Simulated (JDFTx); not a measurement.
System: Rh(100) (Fm-3m bulk; lattice of mp-74, not re-optimised at this level), (1×1) cell of 5 atoms in 5 planes, area 7.24 Å² a face, 7.6 Å between the outermost planes in a cell 26.6 Å high; k mesh 8×8×1, Fermi width 0.01 Ha, no spin polarisation.

Adsorbate: C on both faces at 1.00 monolayer, started bridge and relaxed in vacuum, keeping the symmetry of the start.

All numbers are PBE, GBRV ultrasoft potentials, plane waves to 20/100 Ha results from a modified build of JDFTx, not measurements. The adsorption energy per C is [E(slab + 2 C) − E(slab)]/2 − (E(CH4) − 2 E(H2)), with the gas molecules relaxed at the same level and slab energies taken as (E + F)/2, the usual estimate of zero smearing. In reaction energies these potentials put H₂ about 0.03 eV too high against large-basis PBE. No zero-point energy or vibrational entropy is included. Both faces are alike, and the cell allows no reconstruction beyond its size.

Question: Predict the adsorption energy and the geometry, and the change of the work function.

Answer: 2.94 eV. C sits 0.69 Å above the highest substrate atom, bound to 4 Rh at 2.02 Å. The work function goes from 5.02 to 5.53 eV. In linear PCM (GLSSA13), water, 1 M NaCl, at zero charge, the adsorption energy is 2.94 eV and the potential of zero charge moves from 0.33 to 0.91 V vs SHE (4.44 V convention).
